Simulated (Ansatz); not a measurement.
A 12-atom cell of Ti3SnO8 built on the rutile structure (relaxed group Cmmm) at its r2SCAN geometry, run in Ansatz at 2 levels of theory. All values are calculated for a non-magnetic cell, which may be hypothetical.

The HSE06 input:
```yaml
crystal:
  lattice:
    - [3.2796431106, -3.2801825616, 0.0]
    - [3.2796431106, 3.2801825616, 0.0]
    - [0.0, 0.0, 6.0391394008]
  atoms:
    - { symbol: Ti, position: [0.5, 0.5, 0.2450135585] }
    - { symbol: Ti, position: [0.0, 0.0, 0.0] }
    - { symbol: O, position: [0.199795047, 0.199795047, 0.2383342424] }
    - { symbol: O, position: [0.800204953, 0.800204953, 0.2383342424] }
    - { symbol: O, position: [0.6946219452, 0.3053780548, 0.0] }
    - { symbol: O, position: [0.3053780548, 0.6946219452, 0.0] }
    - { symbol: Ti, position: [0.5, 0.5, 0.7549864415] }
    - { symbol: Sn, position: [0.0, 0.0, 0.5] }
    - { symbol: O, position: [0.199795047, 0.199795047, 0.7616657576] }
    - { symbol: O, position: [0.800204953, 0.800204953, 0.7616657576] }
    - { symbol: O, position: [0.6879707633, 0.3120292367, 0.5] }
    - { symbol: O, position: [0.3120292367, 0.6879707633, 0.5] }
kpoints:
  mp_grid: { grid: [4, 4, 4] }
  band_path:
    path:
      - [0.0, 0.0, 0.0]
      - [-0.5, 0.5, 0.0]
      - [0.0, 0.0, 0.5]
      - [0.499917778, 0.499917778, 0.5]
      - [0.0, 0.5, 0.0]
      - [0.0, 0.5, 0.5]
    npoints: 1
hamiltonian:
  xc: hse06
scf:
  occupations: { method: fixed }
  n_extra_bands: 7
output:
  forces: true
  stress: true
  eigenvalues: true
```

Main results, then, where recorded, the levels near the gap in eV from the Fermi energy (columns number the bands from 0), one row a point of the path (Γ, Y, Z, A₀, S, R):
```
Crystal: 12 atoms, lattice volume = 129.936 Å³
Symmetry: 8 space group operations
Space group: Cmmm (ITA 65)
```
```
Basis set: ecut = 420 eV, 2533 PW (Γ)
k-points: 21 of 64
Exchange kernel: α = 0.2500, screened, ω = 0.2079 Å⁻¹, Wigner–Seitz truncation, v(0) = 1044.5882 eV·Å³, q-mesh 4×4×4
hybrid outer 1: dexx = +1.188e-1 eV, tail = 3.87e-4 eV
hybrid outer 2: dexx = +4.816e-5 eV, tail = 2.72e-7 eV, Δε = 5.86e-3 eV, ΔF = 2.40e-2 eV/Å
hybrid outer 3: dexx = +6.745e-8 eV, tail = 7.61e-9 eV, Δε = 2.32e-4 eV, ΔF = 2.68e-4 eV/Å
hybrid SCF converged: 3 outer / 21 inner (+5 warm-up)
Free energy (F): -18076.206799 eV
Fermi energy:    8.205116 eV
--- Forces (eV/Å), atoms counted from 1 ---
  atom   1  Ti      0.00000      0.00000      0.02463
  atom   2  Ti      0.00000      0.00000      0.00000
  atom   3  O     -0.07859      0.00000    -0.03963
  atom   4  O       0.07859      0.00000    -0.03963
  atom   5  O       0.00000      0.12622      0.00000
  atom   6  O       0.00000    -0.12622      0.00000
  atom   7  Ti      0.00000      0.00000    -0.02463
  atom   8  Sn      0.00000      0.00000      0.00000
  atom   9  O     -0.07859      0.00000      0.03963
  atom  10  O       0.07859      0.00000      0.03963
  atom  11  O       0.00000      0.17637      0.00000
  atom  12  O       0.00000    -0.17637      0.00000
--- Stress (GPa, compression-positive) ---
       -2.404605       0.000000       0.000000
        0.000000      -2.141649       0.000000
        0.000000       0.000000      -2.924633
  P = ⅓ Tr σ = -2.4903 GPa (-24.903 kbar)
```
```tsv
band_45	band_46	band_47	band_48	band_49	band_50	band_51
-1.002	-0.576	-0.561	0.000	3.363	4.025	4.098
-1.340	-1.020	-1.006	-0.741	3.460	4.184	4.376
-0.933	-0.692	-0.667	-0.413	3.750	3.974	4.351
-1.717	-1.567	-1.037	-0.651	4.056	4.264	4.395
-1.209	-1.161	-0.830	-0.718	3.637	4.018	4.064
-1.036	-1.032	-0.832	-0.683	4.002	4.079	4.590
```

The HSE06 gap is direct at Γ: 3.36 eV.

PBE0. Against the first input these blocks differ (the band path and keys that only write files left aside):
```yaml
hamiltonian:
  xc: pbe0
```

```
Basis set: ecut = 420 eV, 2533 PW (Γ)
k-points: 21 of 64
Exchange kernel: α = 0.2500, full range, Wigner–Seitz truncation, v(0) = 13960.4712 eV·Å³, q-mesh 4×4×4
hybrid outer 1: dexx = +1.525e-1 eV, tail = 5.26e-4 eV
hybrid outer 2: dexx = +8.873e-5 eV, tail = 3.84e-7 eV, Δε = 1.09e-2 eV, ΔF = 2.03e-2 eV/Å
hybrid outer 3: dexx = +9.065e-8 eV, tail = 6.16e-9 eV, Δε = 2.25e-4 eV, ΔF = 2.36e-4 eV/Å
hybrid SCF converged: 3 outer / 19 inner (+5 warm-up)
Free energy (F): -18076.887632 eV
Fermi energy:    7.805960 eV
--- Forces (eV/Å), atoms counted from 1 ---
  atom   1  Ti      0.00000      0.00000      0.02445
  atom   2  Ti      0.00000      0.00000      0.00000
  atom   3  O     -0.07803      0.00000    -0.04263
  atom   4  O       0.07803      0.00000    -0.04263
  atom   5  O       0.00000      0.12665      0.00000
  atom   6  O       0.00000    -0.12665      0.00000
  atom   7  Ti      0.00000      0.00000    -0.02445
  atom   8  Sn      0.00000      0.00000      0.00000
  atom   9  O     -0.07803      0.00000      0.04263
  atom  10  O       0.07803      0.00000      0.04263
  atom  11  O       0.00000      0.17676      0.00000
  atom  12  O       0.00000    -0.17676      0.00000
--- Stress (GPa, compression-positive) ---
       -2.562997       0.000000       0.000000
        0.000000      -2.280490       0.000000
        0.000000       0.000000      -3.040295
  P = ⅓ Tr σ = -2.6279 GPa (-26.279 kbar)
```
```tsv
band_45	band_46	band_47	band_48	band_49	band_50	band_51
-0.985	-0.557	-0.541	0.000	4.124	4.792	4.867
-1.330	-1.016	-1.000	-0.733	4.222	4.954	5.148
-0.919	-0.689	-0.653	-0.415	4.511	4.743	5.126
-1.710	-1.560	-1.035	-0.641	4.828	5.035	5.168
-1.204	-1.153	-0.830	-0.712	4.399	4.784	4.835
-1.037	-1.034	-0.822	-0.678	4.771	4.847	5.366
```

PBE0 gives a direct gap of 4.12 eV at Γ. With the atoms held, the mean pressure is -2.6 GPa (compression positive). (The program warns that its thresholds are loose for a hybrid's stress.)

Totals of different functionals can't be compared.

Spin-orbit coupling is left out.

The meshes of the hybrids are coarse, so their gaps aren't converged to the digits shown.
